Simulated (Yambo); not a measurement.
**LiBr: sweep of GW parameters**

G0W0@PBEsol for LiBr (wurtzite, space group P6_3mc, No. 186) in Yambo. Reference settings: 3×3×2 Γ-centred k mesh, bands 3 to 174 and a 8 Ry block in the screening, 174 bands in G with the Bruneval-Gonze terminator, plasmon pole fitted at 27.2 eV. The PBEsol gap Γ → Γ on this mesh is 4.83 eV; G0W0 gaps are taken between the same points.

| change from the reference | G0W0 gap Γ → Γ (eV) | shift of the valence edge (eV) | rough Yambo cost |
|---|---|---|---|
| reference settings | 7.36 | -1.75 | 1 |
| 58 bands in W, 58 bands in G | 7.25 | -1.51 | about 1/3 |
| 108 bands in W, 108 bands in G | 7.31 | -1.67 | within a factor of two |
| 58 bands in G | 7.34 | -1.70 | – |
| 108 bands in G | 7.36 | -1.74 | – |
| 74 bands in W | 7.28 | -1.60 | within a factor of two |
| 2 Ry block | 6.94 | -1.36 | within a factor of two |
| 3 Ry block | 7.02 | -1.45 | within a factor of two |
| 7 Ry block | 7.34 | -1.73 | within a factor of two |
| pole fitted at 40 eV | 7.39 | -1.80 | – |
| no random integration | 7.26 | -1.53 | – |
| 3×3×1 mesh | 7.35 | -1.71 | about 1/3 |
| 58 bands in G, no terminator | 7.11 | -1.28 | – |
| 108 bands in G, no terminator | 7.26 | -1.55 | – |
| no terminator | 7.32 | -1.67 | – |

The reference isn't shown to be the converged limit. Costs are rough (shared machines), scaled to the same edge states, and given only for runs that recompute the screening.

Spin-orbit splittings are left out.

Geometry relaxed with PBEsol; primitive cell a = 4.135 Å, b = 4.135 Å, c = 6.615 Å, α = 90.00°, β = 90.00°, γ = 120.00°.

This is not the ordinary phase of the substance; no match was found in the copy of COD used, and its stability was not checked.

A shift is the quasiparticle energy of the state minus its PBEsol energy.
